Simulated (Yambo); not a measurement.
Yambo run on CsLiBr2 (space group P4/nmm, No. 129). The wavefunctions come from this Quantum ESPRESSO step (PBEsol, PseudoDojo standard norm-conserving files, scalar-relativistic):

```
&CONTROL
  calculation = 'nscf'
  pseudo_dir = './pseudo'
  outdir = './out'
/
&SYSTEM
  ibrav = 0
  nat = 8
  ntyp = 3
  ecutwfc = 74.0
  ecutrho = 296.0
  occupations = 'fixed'
  force_symmorphic = .true.
  nbnd = 472
/
&ELECTRONS
  conv_thr = 8e-09
  diago_full_acc = .true.
  diago_thr_init = 1e-08
/
ATOMIC_SPECIES
Li 6.9400 Li.upf
Br 79.9040 Br.upf
Cs 132.9055 Cs.upf
CELL_PARAMETERS angstrom
  5.181240000000   0.000000000000   0.000000000000
  0.000000000000   5.181240000000   0.000000000000
  0.000000000000   0.000000000000   9.930060000000
ATOMIC_POSITIONS crystal
Li   0.500000000000   0.000000000000   0.082480000000
Li   0.000000000000   0.500000000000   0.917520000000
Br   0.000000000000   0.500000000000   0.665920000000
Br   0.500000000000   0.000000000000   0.334080000000
Br   0.000000000000   0.000000000000   0.000000000000
Br   0.500000000000   0.500000000000   0.000000000000
Cs   0.000000000000   0.500000000000   0.300030000000
Cs   0.500000000000   0.000000000000   0.699970000000
K_POINTS automatic
2 2 1 0 0 0
```

Yambo input:

```
rim_cut
gw0
dyson
el_el_corr
HF_and_locXC
ppa
em1d
RandQpts= 1000000
RandGvec= 1 Ry
EXXRLvcs= 74 Ry
VXCRLvcs= 296 Ry
Chimod= "HARTREE"
% BndsRnXp
 3 | 471 |
%
NGsBlkXp= 8 Ry
% LongDrXp
 1.0 | 1.0 | 1.0 |
%
PPAPntXp= 27.2114 eV
% GbndRnge
 1 | 471 |
%
GTermKind= "BG"
DysSolver= "n"
ExtendOut
% QPkrange
 1 | 1 | 26 | 27 |
 2 | 2 | 26 | 27 |
 3 | 3 | 26 | 27 |
%
```

k points by index: 1 = Γ, 2 = X, 3 = M.

Resulting energies as the program prints them:

```
#    K-point    Band    Eo [eV]    E [eV]    E-Eo [eV]    Vxc [eV]    Vnlxc [eV]    Sc|Eo [eV]    Sc|E [eV]    dSc/dw|Eo [eV]    Re(Z)    Im(Z)
#
    1    26    -0.277396    -1.891639    -1.614243    -12.76985    -16.44282    1.698816    2.058721    -6.066550    0.817699    -0.001150
    1    27    4.141908    4.818353    0.676445    -7.049530    -3.136544    -3.126690    -3.236541    -4.418250    0.860312    -0.001069
    2    26    -0.612843    -2.291302    -1.678459    -12.36766    -16.15417    1.734073    2.108050    -6.062616    0.817796    -0.001087
    2    27    6.168459    6.842853    0.674394    -7.175998    -3.278061    -3.108379    -3.223543    -4.647118    0.854132    0.508489E-3
    3    26    0.000000    -1.525087    -1.525087    -13.13438    -16.65808    1.656617    1.998612    -6.101634    0.816837    -0.001241
    3    27    5.092988    5.844172    0.751183    -7.199150    -3.239055    -3.084370    -3.208911    -4.510791    0.857802    -0.001126
```
(The two width columns are left out.) Convergence of these settings isn't established.

Spin-orbit coupling is not included.

Geometry of the Materials Project entry, not relaxed at this level.

The structure is a Materials Project entry; no match was found in the copy of COD used, and its stability was not checked.
